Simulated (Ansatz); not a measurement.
Relaxation of a generated cell, SiS2 placed in the anatase structure type; 6 atoms in the cell, which starts as I4₁/amd, origin choice 1 (No. 141), tI12; a = 4.3849 Å, b = 4.3849 Å, c = 11.0218 Å, α = 90.00°, β = 90.00°, γ = 90.00°. All values below come from r2SCAN (plane waves to 500 eV, PAW, scalar-relativistic; Ansatz, a first-principles code). Γ-centred k-mesh 7×7×7 on the run's cell (coarser than for final values), Fermi–Dirac smearing 0.05 eV. This is the first round of the run. 

The optimiser's lines from the output (shortened; P is positive under compression):

```
relax step   1: F+E_penalty+E_count = -4902.81627105 eV  Δ(F+E_penalty+E_count) = +0.000e0 eV  max|allowed force component| = 1.031e0 eV/Å  Δτ_max = 0.0000 Å  P = +5.516 GPa  Ω = 105.958 Å³  (6 SCF iters, dr2 threshold 1.00e-7 eV, accepted)
relax step   2: F+E_penalty+E_count = -4903.14846928 eV  Δ(F+E_penalty+E_count) = -3.322e-1 eV  max|allowed force component| = 3.564e-1 eV/Å  Δτ_max = 0.0448 Å  P = +1.725 GPa  Ω = 110.514 Å³  (6 SCF iters, dr2 threshold 6.00e-7 eV, accepted)
relax step   3: F+E_penalty+E_count = -4903.34104163 eV  Δ(F+E_penalty+E_count) = -1.926e-1 eV  max|allowed force component| = 6.683e-2 eV/Å  Δτ_max = 0.0086 Å  P = +0.748 GPa  Ω = 112.562 Å³  (6 SCF iters, dr2 threshold 6.00e-7 eV, accepted)
relax step   4: F+E_penalty+E_count = -4903.42929927 eV  Δ(F+E_penalty+E_count) = -8.826e-2 eV  max|allowed force component| = 2.575e-1 eV/Å  Δτ_max = 0.0579 Å  P = +0.588 GPa  Ω = 113.587 Å³  (6 SCF iters, dr2 threshold 6.00e-7 eV, accepted)
relax step   5: F+E_penalty+E_count = -4903.43692691 eV  Δ(F+E_penalty+E_count) = -7.628e-3 eV  max|allowed force component| = 2.613e-2 eV/Å  Δτ_max = 0.0206 Å  P = -0.621 GPa  Ω = 114.130 Å³  (5 SCF iters, dr2 threshold 6.00e-7 eV, accepted)
relax step   6: F+E_penalty+E_count = -4903.43900723 eV  Δ(F+E_penalty+E_count) = -2.080e-3 eV  max|allowed force component| = 2.588e-3 eV/Å  Δτ_max = 0.0078 Å  P = +0.001 GPa  Ω = 113.252 Å³  (5 SCF iters, dr2 threshold 6.00e-7 eV, accepted)
relax step   7: F+E_penalty+E_count = -4903.43902732 eV  Δ(F+E_penalty+E_count) = -2.009e-5 eV  max|allowed force component| = 1.885e-4 eV/Å  Δτ_max = 0.0015 Å  P = -0.002 GPa  Ω = 113.240 Å³  (5 SCF iters, dr2 threshold 1.55e-9 eV, accepted)
relax step   8: F+E_penalty+E_count = -4903.43993947 eV  Δ(F+E_penalty+E_count) = -9.121e-4 eV  max|allowed force component| = 8.674e-5 eV/Å  Δτ_max = 0.0000 Å  P = -0.003 GPa  Ω = 113.240 Å³  stress off target by 7.81e-3 GPa  SCF on the basis re-selected at this cell (its energy is not comparable with the rows above)  (6 SCF iters)
```

From the first to the last row the energy changes by -0.10 eV/atom and the volume by +6.9 %. The last row is marked as not comparable with the walk above it, whose basis was carried along; it does compare with step 1, since both stand on a basis selected at the nominal cutoff for their own cell.

Later rounds, restarted from the end of this one on a renewed k-mesh, logged 2 more steps and released under 1 meV/atom more. The final structure after all rounds: I4₁/amd, origin choice 1 (No. 141), tI12, anatase type; a = b = 4.726 Å, c = 10.138 Å, α = β = γ = 90.00°. Between re-selections the logged energies stand on a plane-wave basis carried along with the cell. No spin polarisation in the result.

The run could not lower the symmetry of its start; a shaken copy of this end point relaxes with r2SCAN to Ibam (No. 72), 0.419 eV/atom lower.

The relaxed structure here is a generated cell of SiS2: the first start was made by placing the elements on the sites of a structure type, and the end was not matched to a known phase here, so it may be hypothetical.
